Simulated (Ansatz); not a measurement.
An ordered 4-atom cell of SiC3 on the diamond lattice (R3m) at its r2SCAN geometry, run in the PAW code Ansatz at 2 levels of theory. Note: simulated data, non-magnetic, for a generated structure that need not be the stable one.

The r2SCAN input:
```yaml
crystal:
  lattice:
    - [1.4154339591, 0.8172011772, 4.6700734316]
    - [-1.4154339591, 0.8172011772, 4.6700734316]
    - [0.0, -1.6344023548, 4.6700734315]
  atoms:
    - { symbol: C, position: [1.0082378925, 0.0082378925, 0.0082378925] }
    - { symbol: C, position: [0.4889604674, 0.4889604674, 0.4889604674] }
    - { symbol: C, position: [0.3791724034, 0.3791724034, 0.3791724034] }
    - { symbol: Si, position: [0.8736292368, 0.8736292368, 0.8736292368] }
kpoints:
  mp_grid: { grid: [10, 10, 10] }
  band_path:
    path:
      - [0.0, 0.0, 0.0]
      - [-0.5, -0.5, -0.5]
      - [-0.5, -0.187080252, -0.812919748]
      - [-0.187080252, 0.187080252, -0.5]
      - [0.0, 0.0, -0.5]
      - [0.0, 0.343540126, -0.343540126]
      - [-0.343540126, 0.0, -0.656459874]
      - [-0.5, 0.0, -0.5]
      - [0.119792, -0.442708, -0.442708]
      - [0.1, -0.5, -0.5]
    npoints: 1
hamiltonian:
  xc: r2scan
scf:
  occupations: { method: fixed }
  n_extra_bands: 5
output:
  forces: true
  stress: true
  eigenvalues: true
```

Main results, then, where recorded, the levels near the gap in eV from the Fermi energy (columns number the bands from 0), one row a point of the path (Γ, T, H₂, H₀, L, S₀, S₂, F, (0.120, -0.443, -0.443), (0.100, -1/2, -1/2)):
```
Crystal: 4 atoms, lattice volume = 32.411 Å³
Symmetry: 6 space group operations
Space group: R3m (ITA 160)
```
```
Basis set: ecut = 500 eV, 821 PW (Γ), FFT grids on a1−a3, a2−a3, a3
Bands: 13, of which v1, the nominal top of the filled ones, is band 8 counted from 1 (7 counted from 0)
k-points: 116 of 1000 (time reversal used)
Free energy (F): -1392.134374 eV
Fermi energy:    11.209218 eV
--- Forces (eV/Å), atoms counted from 1 ---
  atom   1  C       0.00000      0.00000      0.00012
  atom   2  C       0.00000      0.00000      0.00012
  atom   3  C       0.00000      0.00000    -0.00003
  atom   4  Si      0.00000      0.00000    -0.00037
--- Stress (GPa, compression-positive) ---
        0.001585       0.000000       0.000000
        0.000000       0.001585       0.000000
        0.000000       0.000000       0.006855
  P = ⅓ Tr σ = 0.0033 GPa (0.033 kbar)
```
```tsv
band_3	band_4	band_5	band_6	band_7	band_8	band_9	band_10
-2.935	-2.935	-0.999	0.000	0.000	4.043	5.071	5.071
-5.212	-2.841	-2.841	-0.372	-0.372	4.125	5.693	5.693
-9.332	-7.306	-6.451	-5.110	-3.526	3.767	4.830	8.658
-9.332	-7.306	-6.451	-5.110	-3.526	3.767	4.830	8.658
-8.430	-6.863	-5.273	-5.138	-2.573	3.524	4.527	6.820
-9.197	-7.765	-5.969	-5.546	-3.554	3.677	5.583	7.810
-9.197	-7.765	-5.969	-5.546	-3.554	3.677	5.583	7.810
-10.029	-5.626	-5.495	-2.472	-1.708	1.897	2.892	6.893
-9.242	-5.582	-5.407	-2.782	-1.712	1.835	3.266	6.955
-8.825	-5.647	-5.317	-2.688	-1.581	1.986	3.493	6.945
```

With r2SCAN the valence top lies at Γ and the conduction bottom at k = (0.120, -0.443, -0.443), 1.84 eV higher; the smallest vertical gap, at k = (0.120, -0.443, -0.443), is 3.55 eV.

PBE0. Against the first input these blocks differ (the band path and keys that only write files left aside):
```yaml
kpoints:
  mp_grid: { grid: [8, 8, 8] }
hamiltonian:
  xc: pbe0
```

```
Basis set: ecut = 420 eV, 663 PW (Γ), FFT grids on a1−a3, a2−a3, a3
Bands: 13, of which v1, the nominal top of the filled ones, is band 8 counted from 1 (7 counted from 0)
k-points: 65 of 512 (time reversal used)
hybrid outer 1: dexx = +7.739e-3 eV, tail = 1.40e-5 eV
hybrid outer 2: dexx = +2.271e-7 eV, tail = 1.25e-8 eV, Δε = 2.29e-3 eV, ΔF = 3.32e-3 eV/Å
Free energy (F): -1387.500751 eV
Fermi energy:    10.346891 eV
--- Forces (eV/Å), atoms counted from 1 ---
  atom   1  C       0.00000      0.00000      0.30408
  atom   2  C       0.00000      0.00000    -0.18505
  atom   3  C       0.00000      0.00000    -0.13125
  atom   4  Si      0.00000      0.00000      0.01216
--- Stress (GPa, compression-positive) ---
       -3.738269       0.000000       0.000000
        0.000000      -3.738269       0.000000
        0.000000       0.000000      -2.879155
  P = ⅓ Tr σ = -3.4519 GPa (-34.519 kbar)
```
```tsv
band_3	band_4	band_5	band_6	band_7	band_8	band_9	band_10
-3.051	-3.051	-1.069	0.000	0.000	5.818	6.760	6.760
-5.494	-2.943	-2.943	-0.388	-0.388	5.926	7.428	7.428
-9.879	-7.698	-6.809	-5.353	-3.702	5.211	6.288	10.270
-9.879	-7.698	-6.809	-5.353	-3.702	5.211	6.288	10.270
-8.928	-7.185	-5.575	-5.349	-2.712	5.052	5.974	8.287
-9.728	-8.205	-6.306	-5.797	-3.734	5.113	7.060	9.438
-9.728	-8.205	-6.306	-5.797	-3.734	5.113	7.060	9.438
-10.647	-5.879	-5.734	-2.594	-1.798	3.252	4.439	8.467
-9.774	-5.832	-5.641	-2.919	-1.802	3.217	4.793	8.513
-9.329	-5.903	-5.547	-2.820	-1.665	3.387	5.023	8.618
```

The PBE0 gap is indirect, 3.22 eV (Γ to k = (0.120, -0.443, -0.443)), below the direct gap of 5.02 eV at k = (0.120, -0.443, -0.443). With the atoms held, the mean pressure is -3.5 GPa (compression positive). (The program warns that its thresholds are loose for a hybrid's stress.)

The hybrids run on coarser meshes, which limits their stresses and small splittings of levels.

Totals of different functionals can't be compared.
